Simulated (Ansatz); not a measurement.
The calculation used DFT PBE, scalar-relativistic, plane waves, PAW (Ansatz 0.2.0). Settings: cutoff 420 eV, Γ-centred meshes spaced at most about 0.3 Å⁻¹, and about 0.25 Å⁻¹ or finer for metals (2π included), Gaussian smearing. No spin polarisation in the final relaxations.

Temperature and zero-point effects are left out.

Two forms of Cd4SbO were relaxed alike.

A.

Space group P4/mmm (No. 123). a = 4.436 Å, b = 4.436 Å, c = 7.060 Å, α = 90.00°, β = 90.00°, γ = 90.00°
```json
{"atom": "Cd", "site": "4i", "symmetry": "2mm.", "x": "0.5000", "y": "0.0000", "z": "0.7071"}
{"atom": "Sb", "site": "1a", "symmetry": "4/mmm", "x": "0.0000", "y": "0.0000", "z": "0.0000"}
{"atom": "O", "site": "1d", "symmetry": "4/mmm", "x": "0.5000", "y": "0.5000", "z": "0.5000"}
```

B.

Space group I4/mmm (No. 139). a = 5.935 Å, b = 5.935 Å, c = 9.585 Å, α = 90.00°, β = 90.00°, γ = 90.00°
| atom | site | symmetry | x | y | z |
| --- | --- | --- | --- | --- | --- |
| Cd | 4d | -4m2 | 0.0000 | 0.5000 | 0.2500 |
| Cd | 4e | 4mm | 0.5000 | 0.5000 | 0.2912 |
| Sb | 2b | 4/mmm | 0.5000 | 0.5000 | 0.0000 |
| O | 2a | 4/mmm | 0.0000 | 0.0000 | 0.0000 |

Task: Which is lower in energy, and by how much?

Result: A is lower, by 226 meV/atom. A has space group P4/mmm (No. 123), 23.2 Å³/atom and no gap on its mesh; B has space group I4/mmm (No. 139), 28.1 Å³/atom and no gap. Counting Cd or Sb atoms around O (for each partner element, those within 1.25 times its shortest distance or 1.15 times the sum of covalent radii, where it is the nearest in units of that sum or under 1.3; the shortest distance is added where it is long for a bond), A has O 8 from 2.7 Å and B has O 2. The denser one is the lower, and pressure would at first widen the difference. Both come from invented guesses.

Spin–orbit coupling, which can matter for Sb, is left out. Cells relaxed within their symmetry can be saddle points.
